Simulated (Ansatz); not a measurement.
K2S:
```
K2S
1.0
    0.00000     3.59534     3.59534
    3.59534     0.00000     3.59534
    3.59534     3.59534     0.00000
K S
2 1
Cartesian
  1.79767   1.79767   1.79767
  5.39301   5.39301   5.39301
  0.00000   0.00000   0.00000
```

Relaxed with LDA.

Question: Give the optical modes at the zone centre with their infrared and Raman activity from DFPT, DFT-LDA in the program Ansatz with PAW potentials.

Answer: Transverse frequencies, without the LO–TO term; a row sums one degenerate level.

| ω (cm⁻¹) | degeneracy | IR ((D/Å)²/amu) | Raman (Å⁴/amu) | activity | symmetry |
|---|---|---|---|---|---|
| 134 | 3 | 0.00 | 0 | silent | T2g |
| 181 | 3 | 10.96 | 0 | IR | T1u |

Question: How high does the top mode go among those that the LO–TO term moves?

Answer: 243 cm⁻¹ for q along x.

Space group Fm-3m (anti-fluorite). Symmetry was held in the LDA relaxation; phonons on a q-mesh show no instability.

Potentials: the later of the program's two PAW sets.
